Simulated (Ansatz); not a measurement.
Ansatz (a quantum-chemistry and plane-wave program) input:

Ansatz 0.2 input:
```yaml
crystal:
  lattice:
    - [3.777513538, 0.0, 0.0]
    - [0.0, 3.777513538, 0.0]
    - [0.0, 0.0, 3.777513538]
  atoms:
    - { symbol: Cu, position: [0.5, 0.0, 0.0] }
    - { symbol: Cu, position: [0.0, 0.5, 0.0] }
    - { symbol: Cu, position: [0.0, 0.0, 0.5] }
    - { symbol: Pd, position: [0.5, 0.5, 0.5] }
    - { symbol: N, position: [0.0, 0.0, 0.0] }
kpoints:
  mp_grid: { grid: [11, 11, 11] }
hamiltonian:
  xc: lda
  pseudopotentials: { kind: paw }
scf:
  occupations: { method: fermi_dirac, width: 0.1 }
phonons:
  method: dfpt
  response_accuracy: low
  eigenvectors: true
  rigid_motions: translations
```

Output (shortened):

```
Pseudopotential: Cu, paw, valence charge 19
Pseudopotential: Pd, paw, valence charge 18
Pseudopotential: N, paw, valence charge 5
Functional definition: SPW92
Crystal: 5 atoms, lattice volume = 53.904 Å³
Basis set: ecut = 420 eV, 1021 PW (Γ), exchange–correlation on 54×54×54 points (8 copies of the dense FFT grid, shifted against one another)
Bands: 48, of which v1, the nominal top of the filled ones, is band 40 counted from 1 (39 counted from 0)
Symmetry: 48 space group operations
k-points: 216 of 1331 (irreducible under 8 space group operations)
SCF iter   1: F=—  HF=-26885.409459 eV  |F-HF|=—  |Δ(HF+E_count)|=         —  Δρ=2.45e-2  dr2=1.81e-1  ethr=1.77e-3  ⟨swp⟩=5.8  Hψ=38155  notcnv=0  defer=158
preconditioner: auto → Kerker (q_TF=auto, 2.914 Å⁻¹)
SCF iter   2: F=—  HF=-26885.364153 eV  |F-HF|=—  |Δ(HF+E_count)|=   4.53e-2  Δρ=5.85e-3  dr2=2.29e-2  ethr=2.26e-4  ⟨swp⟩=2.0  Hψ=17767  notcnv=0  defer=348
SCF iter   3: F=—  HF=-26885.359435 eV  |F-HF|=—  |Δ(HF+E_count)|=   4.72e-3  Δρ=3.71e-3  dr2=6.22e-3  ethr=2.87e-5  ⟨swp⟩=2.0  Hψ=13107  notcnv=0  defer=348
SCF iter   4: F=—  HF=-26885.357609 eV  |F-HF|=—  |Δ(HF+E_count)|=   1.83e-3  Δρ=5.51e-4  dr2=2.53e-4  ethr=7.77e-6  ⟨swp⟩=2.2  Hψ=14821  notcnv=0  defer=348
SCF iter   5: F=—  HF=-26885.357579 eV  |F-HF|=—  |Δ(HF+E_count)|=   3.02e-5  Δρ=2.80e-4  dr2=7.06e-5  ethr=3.16e-7  ⟨swp⟩=2.4  Hψ=14941  notcnv=0  defer=348
SCF iter   6: F=—  HF=-26885.357565 eV  |F-HF|=—  |Δ(HF+E_count)|=   1.38e-5  Δρ=7.39e-5  dr2=5.94e-6  ethr=8.82e-8  ⟨swp⟩=2.8  Hψ=17985  notcnv=0  defer=348
SCF iter   7: F=—  HF=-26885.357565 eV  |F-HF|=—  |Δ(HF+E_count)|=   4.51e-7  Δρ=2.98e-5  dr2=6.15e-7  ethr=7.42e-9  ⟨swp⟩=2.0  Hψ=13667  notcnv=0  defer=348
SCF iter   8: F=—  HF=-26885.357565 eV  |F-HF|=—  |Δ(HF+E_count)|=   1.81e-7  Δρ=6.37e-6  dr2=3.80e-8  ethr=7.68e-10  ⟨swp⟩=1.6  Hψ=12509  notcnv=0  defer=348
SCF iter  11: F=-26885.357565 eV  HF=-26885.357565 eV  |F-HF|=3.64e-12  |Δ(HF+E_count)|=  1.09e-11  Δρ=9.02e-8  dr2=2.93e-12  ethr=1.00e-12  ⟨swp⟩=9.4  Hψ=50414  notcnv=0
SCF 1 converged in 11 iterations: F = -26885.357565 eV  dr2 = 2.93e-12
DFPT response loops at Γ: preconditioner auto → Kerker (q_TF=auto, 2.914 Å⁻¹) (partly filled bands, converged f_vac=0.000) …
SCF converged after 11 iterations
Free energy (F): -26885.357565 eV
Harris-Foulkes:  -26885.357565 eV  (|F-HF|=3.64e-12)
Internal energy: -26885.340694 eV  (E = F + TS)
E sigma→0 (E₀):  -26885.349129 eV
Entropy (-TS):   -0.016871 eV (-3.374 meV/atom)
Fermi energy:    18.149952 eV
--- Per-component energies (eV) ---
  E_band       = -1167.896248
  E_kinetic    = 1549.333853
  E_local      = -14306.573623  (includes V_loc(G=0)·N_el)
  E_nonlocal   = 1453.238381
  E_hartree    = 6237.390481
  E_xc         = -496.370438
  E_vxc        = -636.564234  (∫ρ·V_xc dr)
  E_paw        = -8518.045295  (= ΣΔE_a)
  E_vpaw       = -1702.112198  (= ΣTr[D̂ρ^β])
  E_aug_tail   = 0.000710  (compensation charges beyond the density's cutoff)
  E_ewald      = -12806.424520
  E_core_change = 2.109758  (= ΣΔE_core)
  E_smearing   = -0.016871  (= −TS)
  E_closure    =  0.000000  (closes the sum)
  Σ components = -26885.357565   (vs F -26885.357565, Δ=0.00e0)
  [band-id]    e_kinetic+e_local+e_nonlocal+2·e_hartree+e_vxc+e_vpaw+e_augmentation_tail = -1167.896150   (vs E_band -1167.896248, Δ=9.76e-5)
--- Band table (eV; the first three rows and the last of 216) ---
  k-point 0: bands = ["-94.4518", "-94.4440", "-94.4440", "-65.7640", "-52.5372", "-52.5372", "-52.5372", "-52.1361", "-52.1361", "-52.1361", "-52.1314", "-52.1314", "-52.1314", "-31.5923", "-31.5923", "-31.5923", "0.6273", "10.6736", "12.5392", "12.5392", …
  k-point 1: bands = ["-94.4517", "-94.4441", "-94.4440", "-65.7640", "-52.5372", "-52.5372", "-52.5371", "-52.1362", "-52.1361", "-52.1361", "-52.1315", "-52.1315", "-52.1314", "-31.5928", "-31.5923", "-31.5923", "0.6632", "10.6905", "12.1949", "12.3490", …
  k-point 2: bands = ["-94.4513", "-94.4445", "-94.4440", "-65.7640", "-52.5370", "-52.5370", "-52.5369", "-52.1366", "-52.1358", "-52.1358", "-52.1318", "-52.1318", "-52.1314", "-31.5940", "-31.5923", "-31.5923", "0.7625", "10.6093", "11.7813", "12.0765", …
  k-point 215: bands = ["-94.4467", "-94.4466", "-94.4466", "-65.7636", "-52.5786", "-52.5147", "-52.5147", "-52.1531", "-52.1531", "-52.1531", "-52.1162", "-52.1162", "-52.1161", "-31.5965", "-31.5965", "-31.5965", "2.1005", "9.3098", "9.3098", "9.3287", …
--- Phonons (Γ-DFPT): 4 representative perturbations + reference, on 216 of 1331 k-points (Σ response iterations 15) ---
  ASR residual: 1.972e-4 → 0.000e0 eV/Å²; symmetrization residual: 6.311e-5 eV/Å²
  ASR residual per site (eV/Å²): 1.97e-4 1.97e-4 1.97e-4 7.21e-5 5.04e-5
  Γ frequencies (cm⁻¹): 0.00 0.00 0.00 142.94 142.94 142.94 155.34 155.34 155.34 212.94 212.94 212.94 647.61 647.61 647.61
  non-analytic LO–TO correction: not included (Born effective charges unavailable; polar crystals: no LO–TO splitting at Γ)
```

Cost: very roughly 4 core-minutes on shared cores.

Space group Pm-3m (anti-perovskite). The first step of the workflow began from a Materials Project structure, measured or hypothetical; the Crystallography Open Database copy checked does not list it. Its standing as an ambient phase is unchecked. The cell was relaxed with LDA under the symmetry of its start; whether a distortion lowers the energy is not shown. The run is not spin-polarised. A small band overlap can be real or an error of a semilocal functional. As this level gives no gap, phonon frequencies hold no LO–TO term and depend on the k-mesh and smearing (Fermi–Dirac, 0.1 eV here). Spin–orbit coupling is left out wherever it is not named.

Potentials: the later of the program's two PAW sets.

Ansatz is a plane-wave DFT program.
